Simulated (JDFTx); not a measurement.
Input for a modified build of JDFTx (ethylenediamine, C2H8N2 (SMILES NCCN), charge 0, multiplicity 1; bohr and hartree).

```
lattice \
  24.5664396201 0.0000000000 0.0000000000 \
  0.0000000000 18.4248297151 0.0000000000 \
  0.0000000000 0.0000000000 17.9523981839
coords-type Cartesian
ion N -3.4587160863 -0.5899478912 -0.1449384185 0
ion C -1.1437986484 0.8811713384 -0.0045820184 0
ion C 1.1438393959 -0.8811433797 -0.0045949127 0
ion N 3.4588493229 0.5898074214 -0.1450000583 0
ion H -4.9830021551 0.5696999574 -0.1964621275 0
ion H -3.6279377230 -1.7091642486 1.4040360798 0
ion H -1.0457403076 2.1146398386 1.6774770968 0
ion H -1.0458829702 2.0859249340 -1.6774438668 0
ion H 1.0458389907 -2.0858291261 -1.6774770968 0
ion H 1.0457935100 -2.1146398386 1.6774250325 0
ion H 4.9830021551 -0.5700665059 -0.1966620271 0
ion H 3.6284078029 1.7087066685 1.4042083094 0
ion-species pseudo/n_pbe_v1.2.upf
ion-species pseudo/c_pbe_v1.2.upf
ion-species pseudo/h_pbe_v1.4.upf
elec-cutoff 30 150
elec-ex-corr gga-PBE
symmetries none
coulomb-interaction Isolated
coulomb-truncation-embed 0 0 0
elec-n-bands 13
electronic-minimize nIterations 150 energyDiffThreshold 1e-7
dump-name s0.$VAR
dump End State Ecomponents EigStats BandEigs Forces ElecDensity IonicPositions
```

The main set-up lines of the log and the final energy components:

```
unit cell volume = 8125.84
Chosen fftbox size, S = [  140  108  100  ]
unit cell volume = 8125.84
Chosen fftbox size, S = [  126  96  96  ]
  'N' pseudopotential, 'SLA  PW   PBE  PBE' functional
  5 valence electrons, 2 orbitals, 4 projectors, 729 radial grid points, with lMax = 1
  'C' pseudopotential, 'SLA  PW   PBE  PBE' functional
  4 valence electrons, 2 orbitals, 4 projectors, 721 radial grid points, with lMax = 1
  'H' pseudopotential, 'SLA  PW   PBX  PBC' functional
  1 valence electrons, 1 orbitals, 2 projectors, 615 radial grid points, with lMax = 0
Initialized 3 species with 12 total atoms.
Folded 1 k-points by 1x1x1 to 1 k-points.
nElectrons:  26.000000   nBands: 13   nStates: 1
average nbasis = 63841.000 , ideal nbasis = 63774.058
unit cell volume = 65006.7
Chosen fftbox size, S = [  280  216  200  ]
[...]
# Energy components:
   Eewald =       78.4164190001093289
       EH =      106.1418465495383998
     Eloc =     -235.0006835521119513
      Enl =        4.4464632978676137
      Exc =      -11.9271370621500505
 Exc_core =        0.2445808952970129
       KE =       21.5649760134973327
-------------------------------------
     Etot =      -36.1135348579523168


	eMin: -0.819501 at state 0 ( [ +0.000000 +0.000000 +0.000000 ] spin 0 )
	HOMO: -0.195882 at state 0 ( [ +0.000000 +0.000000 +0.000000 ] spin 0 )
```

The run took 15 electronic cycles; the highest occupied level lies at -5.33 eV from the vacuum level.
